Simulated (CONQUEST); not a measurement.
Consider a self-consistent single point of SnSe (Fm-3m, 8 atoms in the cell; from Materials Project mp-2693, changed as shown).

```
CELL_PARAMETERS angstrom
      6.19963     0.00000     0.00000
      0.00000     6.19963     0.00000
      0.00000     0.00000     6.19963
ATOMIC_POSITIONS crystal
  Sn 0.00000 0.00000 0.00000
  Sn 0.00000 0.50000 0.50000
  Sn 0.50000 0.00000 0.50000
  Sn 0.50000 0.50000 0.00000
  Se 0.50000 0.00000 0.00000
  Se 0.50000 0.50000 0.50000
  Se 0.00000 0.00000 0.50000
  Se 0.00000 0.50000 0.00000
```

Method: CONQUEST 1.3 with LDA (PW92), numerical atomic orbitals double-zeta with polarisation (the shipped basis), PseudoDojo norm-conserving potentials made for LDA.

CONQUEST settings:

| key | value |
|---|---|
| basis | DZP |
| Diag.MPMeshX, Y, Z | 4 4 4 |
| potentials | PseudoDojo norm-conserving LDA |
| Grid.GridCutoff | 140 Ha |
| DM.SolutionMethod | diagon |
| Diag.kT | 0.001837 Ha |
| Diag.GammaCentred | true |
| minE.SCTolerance | 1.0e-07 |
| SC.MaxIters | 100 |
| SC.LinearMixingFactor | 0.5 |
| SC.KerkerPreCondition | true |
| SC.KerkerFactor | 0.1 1/bohr |
| AtomMove.TypeOfRun | static |

Results:

Number of valence electrons: 120
Number of bands: 144
Number of k-points after the program's reduction: 51
Size of the basis: 144
Number of SCF iterations: 7
FFT grid: 64 × 64 × 64
Free energy E − TS: -21743.1874 eV
Top of the valence band (on the code's own zero): -4.51 eV
Gap on the k-point mesh: 0.17 eV
Pressure: -6.25 GPa

Stress (GPa, positive for compression):
```
-6.25   0.00   0.00
 0.00  -6.25   0.00
 0.00   0.00  -6.25
```

The gap is read on the k-point mesh of the run and can differ from the gap over the whole zone at this level.

For comparison: a first run was changed to give this one (lattice scaled by 1.02), and from it to this one the free energy goes up by 55.1 meV/atom, the pressure goes from -3.99 to -6.25 GPa and the gap on the mesh goes from 0.377 to 0.174 eV.

The program uses no crystal symmetry, so grid and mesh can part values that symmetry would make equal. The atom-centred basis is finite, which shifts total energies, pressures and gaps against plane waves. The structure comes from a collection of computed structures, made at another level of theory; the collection holds predicted forms beside known ones. Its lattice was then scaled.

Cost on one core: very roughly 110 core-seconds.
